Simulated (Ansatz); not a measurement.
## Hg (dhcp): energy against volume

These are results of DFT, PBEsol, plane waves (420 eV) with PAW, scalar-relativistic (Ansatz), not measurements. The PAW files were generated under PBE, with cores re-solved for the functional.

The cell is scaled uniformly from the relaxed one, with fractional coordinates and shape fixed. Energies are extrapolated to zero smearing, pressures are those at the given smearing. Magnetic state: spin not included.

A Birch-Murnaghan fit gives V₀ = 23.67 Å³/atom, B₀ = 32 GPa, B₀′ = 8.0.

**Question.** What are the energy above the minimum and the pressure at 20.660 Å³/atom?

**Answer.** 56.2 meV/atom and 7.37 GPa as computed.

**Question.** What are the energy above the minimum and the pressure at 24.416 Å³/atom?

**Answer.** 2.1 meV/atom and -0.93 GPa as computed.

**Question.** What are the energy above the minimum and the pressure at 26.295 Å³/atom?

**Answer.** 21.0 meV/atom and -2.27 GPa as computed.
